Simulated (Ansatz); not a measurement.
Cu₃Au (Cu3Au type, Pm-3m) at seven volumes, LDA in the plane-wave PAW code Ansatz, scaled uniformly. One row is withheld.

```tsv
V (Å³/atom)	P (GPa)
11.260	23.00
11.631	13.89
12.002	?
12.373	0.00
12.745	-5.23
13.116	-9.55
13.487	-13.12
```

**Question.** Fit the shown pressures and predict the withheld one.

**Answer.** P = (3/2)B₀(x^(7/2) − x^(5/2))[1 + (3/4)(B′ − 4)(x − 1)] with x = (V₀/V)^(2/3). Least squares on the six rows gives V₀ = 12.373 Å³/atom, B₀ = 191 GPa, B′ = 5.22. At V = 12.002, x = 1.0205 and P = 6.30 GPa. The run itself gave 6.30 GPa.

The cell was relaxed with LDA under the symmetry of its start; of distortions, only those at the zone centre were tested. No spin polarisation was allowed. Scalar-relativistic: spin–orbit coupling is off unless named, which matters more the heavier the elements.

Potentials: the later of the program's two PAW sets.
